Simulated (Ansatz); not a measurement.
**SiO₂ (P4_32_12) under several functionals**

Plane-wave DFT in Ansatz with scalar-relativistic PAW potentials. The same structure was relaxed (cell and atoms, symmetry kept) in separate runs at each level. No spin polarisation.

Q: How do the levels LDA, PBEsol, r2SCAN compare?

A:
| level | cutoff (eV) | k mesh | V (Å³/atom) | a (Å) | c (Å) | gap (eV) | B0 (GPa) |
| --- | --- | --- | --- | --- | --- | --- | --- |
| LDA | 420 | 6×6×4 | 13.953 | 4.941 | 6.860 | 5.56 | 11 |
| r2SCAN | 500 | 6×6×4 | 14.320 | 4.983 | 6.920 | 6.34 | 15 |
| PBEsol | 420 | 6×6×4 | 14.787 | 5.031 | 7.011 | 5.57 | – |

The usual order of volumes, LDA < PBEsol, holds here (13.953, 14.787 Å³/atom). As a rule LDA overbinds; PBEsol, built on the gradient expansion of slowly varying densities, lies between LDA and PBE. B0 goes from 11.2 to 14.5 GPa as the volume grows by 2.6 %; on one curve with B' = 3.7 the volume alone, B ∝ V^(−B'), would give 10.2 GPa, and the rest of the difference is the functional's own stiffness. Each gap belongs to its own cell, so it mixes the functional's effect with that of the volume; gaps are the least found on the k mesh or on a band path.

This form isn't the usual stable structure of the compound.